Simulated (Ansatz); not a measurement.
InSb:
```cif
data_In4Sb4
_chemical_formula_sum 'In4 Sb4'
_space_group_name_H-M_alt 'P63mc'
_space_group_IT_number 186
_space_group_name_Hall 'P 6c -2c'
_cell_length_a 4.62872
_cell_length_b 4.62872
_cell_length_c 15.18297
_cell_angle_alpha 90.000
_cell_angle_beta 90.000
_cell_angle_gamma 120.000
loop_
_atom_site_label
_atom_site_type_symbol
_atom_site_symmetry_multiplicity
_atom_site_Wyckoff_symbol
_atom_site_fract_x
_atom_site_fract_y
_atom_site_fract_z
_atom_site_occupancy
In1 In 2 b 0.33333 0.66667 0.49993 1
Sb1 Sb 2 b 0.66667 0.33333 0.18767 1
In2 In 2 a 0.00000 0.00000 0.25034 1
Sb2 Sb 2 a 0.00000 0.00000 0.43705 1
```

Relaxed with r²SCAN. DFT-r²SCAN in the program Ansatz with PAW potentials gives no gap.

**Question.** What gap does HSE06 give on the same cell (Ansatz, PAW)?

**Answer.** 0.30 eV. The hybrid was solved on a coarser mesh and at special points; its gap is the smallest among all of these. On such a mesh it can open a false gap in a semimetal.

| k | v1 r²SCAN | c1 r²SCAN | v1 HSE06 | c1 HSE06 |
|---|---|---|---|---|
| Γ | 0.00 | 0.04 | 0.00 | 0.30 |
| A | -0.20 | 0.79 | ? | ? |
| K | -1.46 | 1.88 | ? | ? |
| H | -1.75 | 2.06 | -1.82 | 2.38 |
| M | -1.02 | 0.91 | ? | ? |
| L | -1.26 | 1.36 | ? | ? |

**Question.** Top valence (v1) and lowest conduction level (c1) in eV from each method's valence maximum (which need not be a listed point): supply the withheld HSE06 values.

**Answer.** 
- A, v1 HSE06: -0.21
- A, c1 HSE06: 1.08
- M, v1 HSE06: -1.07
- M, c1 HSE06: 1.20
- L, v1 HSE06: -1.32
- L, c1 HSE06: 1.68
- K, v1 HSE06: -1.51
- K, c1 HSE06: 2.19

Cost on shared cores: the r²SCAN run (SCF on a 10×10×3 mesh, then bands and DOS) very roughly 7 core-minutes, the HSE06 run (SCF on 4×4×1, then a few points) about 6 core-minutes (a rough figure); the tasks are unlike.

Space group P6_3mc. The start of the workflow was typed in or built on a structure type; neither database checked (COD, Materials Project) lists it. It is not the phase usual at ambient conditions (space group No. 216). Symmetry was held in the r²SCAN relaxation; its stability against distortions is not shown here. Scalar-relativistic: spin–orbit coupling is off unless named, which matters more the heavier the elements.

Potentials: the later of the program's two PAW sets.
